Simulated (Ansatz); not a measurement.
Computed with Ansatz, DFT PBE, scalar-relativistic, plane waves, PAW. All cells share a 420 eV cutoff and Γ-centred k meshes spaced at most about 0.3 Å⁻¹ (about 0.25 or finer for metals, 2π included). No spin polarisation in the final relaxations.

Temperature and zero-point effects are left out. All come from trial cells, and lower structures may exist.

Question: Order these relaxed structures of BiH₄ by energy, lowest first, with the energy over the lowest of them.
1.

```
CELL_PARAMETERS angstrom
-2.44948 2.44948 2.44948
2.44948 -2.44948 2.44948
2.44948 2.44948 -2.44948
ATOMIC_POSITIONS crystal
Bi 0.00000 0.00000 0.00000
H 0.50000 0.50000 0.50000
H 0.50000 0.00000 0.00000
H 0.00000 0.00000 0.50000
H 0.00000 0.50000 0.00000
```

2.

```
CELL_PARAMETERS angstrom
3.32858 0.00000 0.00000
0.00000 3.32858 0.00000
0.00000 0.00000 4.36829
ATOMIC_POSITIONS crystal
Bi 0.00000 0.00000 0.00000
H 0.00000 0.00000 0.50000
H 0.50000 0.50000 0.00000
H 0.00000 0.50000 0.50000
H 0.50000 0.00000 0.50000
```

Answer: 1 (0 meV/atom), 2 (258 meV/atom). Forms: 1 Im-3m; 2 P4/mmm. Counting H atoms around Bi (those within 1.25 times the shortest such distance or 1.15 times the sum of covalent radii): cell 1 has Bi 8; cell 2 has Bi 6. Even the lowest lies +0.75 eV/atom against the elements.

These runs have no spin–orbit coupling, which can matter for Bi. With hydrogen, zero-point motion can shift such differences by 10 meV/atom or more. A magnetic state wasn't ruled out in cells without spin, among them Im-3m, P4/mmm. Cells relaxed within their symmetry can be saddle points. Some types were kept out of the candidates beforehand, so the set may lack a known form.
